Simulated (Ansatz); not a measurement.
Input and command of a plane-wave DFT calculation in Ansatz:

```yaml
crystal:
  lattice:
    - [1.651115487, 0.9532719709, 6.3928692469]
    - [-1.651115487, 0.9532719709, 6.3928692469]
    - [0.0, -1.9065439417, 6.3928692469]
  atoms:
    - { symbol: Tl, position: [0.7484, 0.7484, 0.7484] }
    - { symbol: Tl, position: [0.5849, 0.5849, 0.5849] }
    - { symbol: B, position: [0.0, 0.0, 0.0] }
basis:
  ecutwfc: 420
kpoints:
  mp_grid: { grid: [6, 6, 6] }
hamiltonian:
  xc: pbe
scf:
  occupations: { method: gaussian, width: 0.1 }
  lower_state_search: "off"
output:
  forces: true
  stress: true
  eigenvalues: true
```

```bash
ansatz run input.yaml --threads 1 --pin off --max-ram 2560MiB --backend cpu --events-out ev --progress --plain --runs-dir out
```

Processor: Arm Neoverse V1, 1 thread, on a host shared with other jobs.

How long does it run, and how much memory does it take?

About 3.8 s on 1 thread of Arm Neoverse V1 (shared host), peak memory 0.33 GiB. It solves 19 bands at 32 k points (the mesh reduced by the symmetry that the task leaves, which can be less than the crystal's) with about 1221 plane waves, in 7 SCF iterations.
